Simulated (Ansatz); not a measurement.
LiF:
```
LiF
1.0
    3.03011     0.00000     0.00000
   -1.51505     2.62415     0.00000
    0.00000     0.00000     4.65643
Li F
2 2
Direct
  0.33333   0.66667   0.38403
  0.66667   0.33333   0.88403
  0.33333   0.66667   0.99096
  0.66667   0.33333   0.49096
```

Relaxed with LDA. Special points in fractions of this cell's reciprocal vectors: Γ (0.000, 0.000, 0.000); M (0.500, 0.000, 0.000); K (0.333, 0.333, 0.000); A (0.000, 0.000, 0.500); L (0.500, 0.000, 0.500); H (0.333, 0.333, 0.500).

Question: List the band energies nearest the valence-band maximum at these points for LDA in the plane-wave PAW code Ansatz.

Answer: In eV from the valence-band maximum; about four levels below and three above (degenerate sets whole), none deeper than 8.9 eV; … stands for higher levels left out; points with the same levels are listed once.

```json
[
 {"k": "Γ", "below": "-0.63 -0.63 -0.24 -0.24 0.00", "above": "7.84 12.25 15.70"},
 {"k": "M", "below": "-1.24 -1.22 -0.65 -0.49", "above": "11.14 12.25 15.05"},
 {"k": "K", "below": "-1.36 -1.36 -1.17 -0.71 -0.71", "above": "11.96 13.27 …"},
 {"k": "A", "below": "-0.43 -0.43 -0.43 -0.43", "above": "9.60 9.60 …"},
 {"k": "L", "below": "-0.87 -0.87 -0.65 -0.65", "above": "11.08 11.08 …"},
 {"k": "H", "below": "-1.53 -1.53 -0.42 -0.42", "above": "12.44 12.44 …"}
]
```

Space group P6_3mc (wurtzite). The workflow started from a Materials Project entry (that database holds measured and hypothetical structures alike); the Crystallography Open Database copy checked does not list it. It is not the phase usual at ambient conditions (space group No. 225). Symmetry was held in the LDA relaxation; phonons on a q-mesh show no instability.

Potentials: the later of the program's two PAW sets.
